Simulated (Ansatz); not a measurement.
One crystal and one scan (scan of one atom of the cell) at two levels, PBE (plane waves to 420 eV, PAW, scalar-relativistic; Ansatz, a first-principles code) and r2SCAN (plane waves to 500 eV, PAW, scalar-relativistic; Ansatz), each from its own relaxed cell and on its own mesh.

The crystal is AlNi (CsCl type); one Ni atom of a 2-atom cell moves by s along Cartesian [111], with its periodic images.

The energy includes the smearing's −TS. AlNi is run without spin polarisation. AlNi was relaxed with its symmetry unable to fall. The PAW data are Ansatz's earlier set. With partly filled bands, energies and forces of such displacements shift with the k mesh and the smearing. Both scans cover s from -0.250 to 0.250 Å.

```csv
quantity,run 1,run 2
Lattice constant a (Å),2.893,2.863
Energy at s = 0.250 Å (meV/cell),190,215
Force along the line at s = -0.250 Å (eV/Å),1.625,1.835
Force constant k = d²E/ds² at s = 0 (finite differences) (eV/Å²),5.65,6.46
Zone-centre optical wavenumber from k (cm⁻¹),288,308
```

Question: Which run is which level?

Answer: Run 1 is PBE, run 2 is r2SCAN. PBE gives the higher value for: lattice constant a. PBE gives the lower value for: energy at s = 0.250 Å; force along the line at s = -0.250 Å; force constant k = d²E/ds² at s = 0; zone-centre optical wavenumber from k. Both give the same symmetry of the curve: even: the same for both signs.

(For displaced atoms, the force is minus the slope of the energy, and its curvature is a force constant, which sets phonon frequencies.)
